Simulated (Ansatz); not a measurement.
La2ScN3 placed in the structure of Li2HfO3 (space group No. 12): a relaxation of cell and atoms in Ansatz (PBEsol). The starting cell was estimated from covalent radii.

```yaml
crystal:
  lattice:
    - [5.47824743, -2.38234856, 0.0]
    - [5.47824743, 2.38234856, 0.0]
    - [-0.07861421, 0.0, 3.64471413]
  atoms:
    - { symbol: La, position: [0.65668828, 0.65668828, 0.50719207] }
    - { symbol: La, position: [0.34331172, 0.34331172, 0.49280793] }
    - { symbol: Sc, position: [0.0, 0.0, 0.0] }
    - { symbol: "N", position: [0.85975771, 0.85975771, 0.49066989] }
    - { symbol: "N", position: [0.5, 0.5, 0.0] }
    - { symbol: "N", position: [0.14024229, 0.14024229, 0.50933011] }
kpoints:
  mp_grid: { grid: [6, 6, 6] }
hamiltonian:
  xc: pbesol
scf:
  occupations: { method: fermi_dirac, width: 0.03 }
relax:
  f_tol: 0.01
  cell: {}
  max_steps: 120
```

The trajectory has 15 recorded frames, each with fractional positions and then forces in eV/Å along x, y and z. Some frames, the last among them, repeat a geometry solved again on a basis re-selected at its cell; pressure is positive in compression.

Step 1: energy 0.0 meV/atom from step 1, largest force component 2.454 eV/Å, pressure +10.17 GPa; a = 5.974 Å, b = 5.974 Å, c = 3.646 Å, α = 91.13°, β = 91.13°, γ = 47.01°
```
La 0.6567 0.6567 0.5072    -2.344   0.000   0.099
La 0.3433 0.3433 0.4928     2.344   0.000  -0.099
Sc 0.0000 0.0000 0.0000     0.000   0.000   0.000
N  0.8598 0.8598 0.4907     2.454   0.000  -0.048
N  0.5000 0.5000 0.0000     0.000   0.000   0.000
N  0.1402 0.1402 0.5093    -2.454   0.000   0.048
```

Step 2: energy -124.9 meV/atom from step 1, largest force component 0.345 eV/Å, pressure -2.96 GPa; a = 6.224 Å, b = 6.224 Å, c = 3.597 Å, α = 91.29°, β = 91.29°, γ = 47.33°
```
La 0.6483 0.6483 0.5103     0.020   0.000   0.040
La 0.3517 0.3517 0.4897    -0.020   0.000  -0.040
Sc 0.0000 0.0000 0.0000     0.000   0.000   0.000
N  0.8674 0.8674 0.4901     0.345   0.000  -0.021
N  0.5000 0.5000 0.0000     0.000   0.000   0.000
N  0.1326 0.1326 0.5099    -0.345   0.000   0.021
```

Step 3: energy -135.0 meV/atom from step 1, largest force component 0.704 eV/Å, pressure -0.96 GPa; a = 6.295 Å, b = 6.295 Å, c = 3.423 Å, α = 92.36°, β = 92.36°, γ = 46.33°
```
La 0.6536 0.6536 0.5208    -0.704   0.000   0.087
La 0.3464 0.3464 0.4792     0.704   0.000  -0.087
Sc 0.0000 0.0000 0.0000     0.000   0.000   0.000
N  0.8719 0.8719 0.4823    -0.148   0.000  -0.118
N  0.5000 0.5000 0.0000     0.000   0.000   0.000
N  0.1281 0.1281 0.5177     0.148   0.000   0.118
```

Step 4: energy -147.7 meV/atom from step 1, largest force component 0.189 eV/Å, pressure -0.08 GPa; a = 6.254 Å, b = 6.254 Å, c = 3.475 Å, α = 93.32°, β = 93.32°, γ = 46.38°
```
La 0.6513 0.6513 0.5293    -0.189   0.000   0.105
La 0.3487 0.3487 0.4707     0.189   0.000  -0.105
Sc 0.0000 0.0000 0.0000     0.000   0.000   0.000
N  0.8712 0.8712 0.4752    -0.009   0.000  -0.121
N  0.5000 0.5000 0.0000     0.000   0.000   0.000
N  0.1288 0.1288 0.5248     0.009   0.000   0.121
```

Step 5: energy -183.5 meV/atom from step 1, largest force component 0.902 eV/Å, pressure +2.10 GPa; a = 6.237 Å, b = 6.237 Å, c = 3.496 Å, α = 98.52°, β = 98.52°, γ = 45.69°
```
La 0.6500 0.6500 0.5758     0.902   0.000   0.271
La 0.3500 0.3500 0.4242    -0.902   0.000  -0.271
Sc 0.0000 0.0000 0.0000     0.000   0.000   0.000
N  0.8701 0.8701 0.4353    -0.013   0.000  -0.140
N  0.5000 0.5000 0.0000     0.000   0.000   0.000
N  0.1299 0.1299 0.5647     0.013   0.000   0.140
```

Step 6: energy -219.8 meV/atom from step 1, largest force component 1.258 eV/Å, pressure +2.95 GPa; a = 6.269 Å, b = 6.269 Å, c = 3.466 Å, α = 103.08°, β = 103.08°, γ = 45.08°
```
La 0.6527 0.6527 0.6171     1.258   0.000   0.411
La 0.3473 0.3473 0.3829    -1.258   0.000  -0.411
Sc 0.0000 0.0000 0.0000     0.000   0.000   0.000
N  0.8691 0.8691 0.3999    -0.237   0.000  -0.153
N  0.5000 0.5000 0.0000     0.000   0.000   0.000
N  0.1309 0.1309 0.6001     0.237   0.000   0.153
```

Step 7: energy -242.3 meV/atom from step 1, largest force component 0.614 eV/Å, pressure +3.63 GPa; a = 6.321 Å, b = 6.321 Å, c = 3.431 Å, α = 107.51°, β = 107.51°, γ = 44.66°
```
La 0.6591 0.6591 0.6615     0.614   0.000   0.238
La 0.3409 0.3409 0.3385    -0.614   0.000  -0.238
Sc 0.0000 0.0000 0.0000     0.000   0.000   0.000
N  0.8654 0.8654 0.3616    -0.229   0.000  -0.043
N  0.5000 0.5000 0.0000     0.000   0.000   0.000
N  0.1346 0.1346 0.6384     0.229   0.000   0.043
```

Step 8: energy -264.8 meV/atom from step 1, largest force component 0.074 eV/Å, pressure +0.74 GPa; a = 6.169 Å, b = 6.169 Å, c = 3.506 Å, α = 106.19°, β = 106.19°, γ = 46.84°
```
La 0.6646 0.6646 0.6630    -0.074   0.000   0.002
La 0.3354 0.3354 0.3370     0.074   0.000  -0.002
Sc 0.0000 0.0000 0.0000     0.000   0.000   0.000
N  0.8583 0.8583 0.3623     0.036   0.000  -0.024
N  0.5000 0.5000 0.0000     0.000   0.000   0.000
N  0.1417 0.1417 0.6377    -0.036   0.000   0.024
```

Step 9: energy -265.7 meV/atom from step 1, largest force component 0.028 eV/Å, pressure +0.03 GPa; a = 6.184 Å, b = 6.184 Å, c = 3.491 Å, α = 105.92°, β = 105.92°, γ = 47.03°
```
La 0.6641 0.6641 0.6634    -0.028   0.000  -0.028
La 0.3359 0.3359 0.3366     0.028   0.000   0.028
Sc 0.0000 0.0000 0.0000     0.000   0.000   0.000
N  0.8585 0.8585 0.3569    -0.016   0.000  -0.003
N  0.5000 0.5000 0.0000     0.000   0.000   0.000
N  0.1415 0.1415 0.6431     0.016   0.000   0.003
```

Step 10: energy -265.8 meV/atom from step 1, largest force component 0.014 eV/Å, pressure +0.12 GPa; a = 6.178 Å, b = 6.178 Å, c = 3.487 Å, α = 105.87°, β = 105.87°, γ = 47.26°
```
La 0.6640 0.6640 0.6619     0.014   0.000   0.001
La 0.3360 0.3360 0.3381    -0.014   0.000  -0.001
Sc 0.0000 0.0000 0.0000     0.000   0.000   0.000
N  0.8580 0.8580 0.3561     0.003   0.000  -0.002
N  0.5000 0.5000 0.0000     0.000   0.000   0.000
N  0.1420 0.1420 0.6439    -0.003   0.000   0.002
```

Step 11: energy -265.8 meV/atom from step 1, largest force component 0.001 eV/Å, pressure -0.01 GPa; a = 6.179 Å, b = 6.179 Å, c = 3.489 Å, α = 105.90°, β = 105.90°, γ = 47.25°
```
La 0.6640 0.6640 0.6619    -0.001   0.000   0.000
La 0.3360 0.3360 0.3381     0.001   0.000   0.000
Sc 0.0000 0.0000 0.0000     0.000   0.000   0.000
N  0.8580 0.8580 0.3558    -0.001   0.000  -0.001
N  0.5000 0.5000 0.0000     0.000   0.000   0.000
N  0.1420 0.1420 0.6442     0.001   0.000   0.001
```

Step 12: energy -273.8 meV/atom from step 1, largest force component 0.005 eV/Å, pressure +0.56 GPa; a = 6.179 Å, b = 6.179 Å, c = 3.489 Å, α = 105.90°, β = 105.90°, γ = 47.25°
```
La 0.6640 0.6640 0.6619    -0.005   0.000   0.002
La 0.3360 0.3360 0.3381     0.005   0.000  -0.002
Sc 0.0000 0.0000 0.0000     0.000   0.000   0.000
N  0.8580 0.8580 0.3558     0.004   0.000  -0.004
N  0.5000 0.5000 0.0000     0.000   0.000   0.000
N  0.1420 0.1420 0.6442    -0.004   0.000   0.004
```

Step 13: energy -274.2 meV/atom from step 1, largest force component 0.006 eV/Å, pressure +0.03 GPa; a = 6.200 Å, b = 6.200 Å, c = 3.495 Å, α = 106.33°, β = 106.33°, γ = 47.13°
```
La 0.6638 0.6638 0.6636     0.006   0.000   0.002
La 0.3362 0.3362 0.3364    -0.006   0.000  -0.002
Sc 0.0000 0.0000 0.0000     0.000   0.000   0.000
N  0.8580 0.8580 0.3576    -0.004   0.000   0.000
N  0.5000 0.5000 0.0000     0.000   0.000   0.000
N  0.1420 0.1420 0.6424     0.004   0.000   0.000
```

Step 14: energy -274.2 meV/atom from step 1, largest force component 0.002 eV/Å, pressure 0.00 GPa; a = 6.200 Å, b = 6.200 Å, c = 3.495 Å, α = 106.36°, β = 106.36°, γ = 47.13°
```
La 0.6639 0.6639 0.6638     0.000   0.000   0.000
La 0.3361 0.3361 0.3362     0.000   0.000   0.000
Sc 0.0000 0.0000 0.0000     0.000   0.000   0.000
N  0.8579 0.8579 0.3578    -0.002   0.000   0.000
N  0.5000 0.5000 0.0000     0.000   0.000   0.000
N  0.1421 0.1421 0.6422     0.002   0.000   0.000
```

Step 15: energy -274.3 meV/atom from step 1, largest force component 0.002 eV/Å, pressure +0.01 GPa; a = 6.200 Å, b = 6.200 Å, c = 3.495 Å, α = 106.36°, β = 106.36°, γ = 47.13°
```
La 0.6639 0.6639 0.6638     0.000   0.000   0.000
La 0.3361 0.3361 0.3362     0.000   0.000   0.000
Sc 0.0000 0.0000 0.0000     0.000   0.000   0.000
N  0.8579 0.8579 0.3578    -0.002   0.000   0.000
N  0.5000 0.5000 0.0000     0.000   0.000   0.000
N  0.1421 0.1421 0.6422     0.002   0.000   0.000
```

The walk took 13 steps, besides SCFs solved again on a fresh basis, and changed the volume by -1.5 %. The last SCF, on a fresh basis, lies 274 meV an atom below the first. Final cell: it is orthorhombic, Immm (No. 71); conventional cell a = 3.495 Å, b = 4.958 Å, c = 10.816 Å, 15.62 Å³ an atom. La is surrounded by 6 N at 2.49–2.73 Å; Sc is surrounded by 6 N at 2.33–2.48 Å; N is surrounded by 2 Sc at 2.33 Å and 4 La at 2.49–2.73 Å; N is surrounded by 2 Sc at 2.48 Å and 4 La at 2.49 Å.

Run as `ansatz run input.yaml --threads 2 --pin off --max-ram 2211MiB --backend cpu --events-out ev --progress --plain --runs-dir out`. It took 120 s on 2 threads of Intel(R) Xeon(R) Platinum 8259CL CPU @ 2.50GHz (Skylake/Cascade Lake), on a shared host, load about 0.5 per core; peak host memory 0.58 GiB.

Computed, not measured; no magnetism was allowed, and whether the structure is a known phase isn't checked.
